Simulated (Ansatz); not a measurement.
The relaxed structure here is a generated cell of Cu2O: the first start was made by placing the elements on the sites of a structure type, and the end was not matched to a known phase here, so it may be hypothetical. Known forms of Cu2O include space group No. 224.

A relaxed cell of Cu2O (P6/mmm (No. 191)), relaxed on a k-mesh at least as fine as the one used below. All values below come from PBE (plane waves to 420 eV, PAW, scalar-relativistic; Ansatz, a program for electronic structure). Γ-centred k-mesh 10×10×7 on the run's cell (coarser than for final values), Fermi–Dirac smearing 0.05 eV.

```
CELL_PARAMETERS angstrom
      3.95812     0.00000     0.00000
     -1.97906     3.42783     0.00000
      0.00000     0.00000     4.97088
ATOMIC_POSITIONS crystal
  O  0.00000 0.00000 0.00000
  O  0.00000 0.00000 0.50000
  Cu 0.33333 0.66667 0.25000
  Cu 0.33333 0.66667 0.75000
  Cu 0.66667 0.33333 0.25000
  Cu 0.66667 0.33333 0.75000
```

The atoms are displaced along an unstable phonon of this cell by (Å):

```
atom     ux      uy     uz
----  -----  ------  -----
O1    0.000   0.150  0.000
O2    0.000  -0.150  0.000
Cu3   0.000   0.000  0.000
Cu4   0.000   0.000  0.000
Cu5   0.000   0.000  0.000
Cu6   0.000   0.000  0.000
```

### Question
What forces (eV/Å) and pressure result?

### Answer
```
atom    Fx     Fy     Fz
----  ----  -----  -----
O1    0.00   0.83   0.00
O2    0.00  -0.83   0.00
Cu3   0.00  -0.05  -0.01
Cu4   0.00  -0.05   0.01
Cu5   0.00   0.05   0.01
Cu6   0.00   0.05  -0.01
```

Pressure +0.1 GPa.

The undisplaced cell is probably no minimum: from this displacement the run went on to Cmcm (No. 63), 0.56 eV/atom below it.

No spin polarisation in the result. The d or f electrons are treated with no Hubbard U.
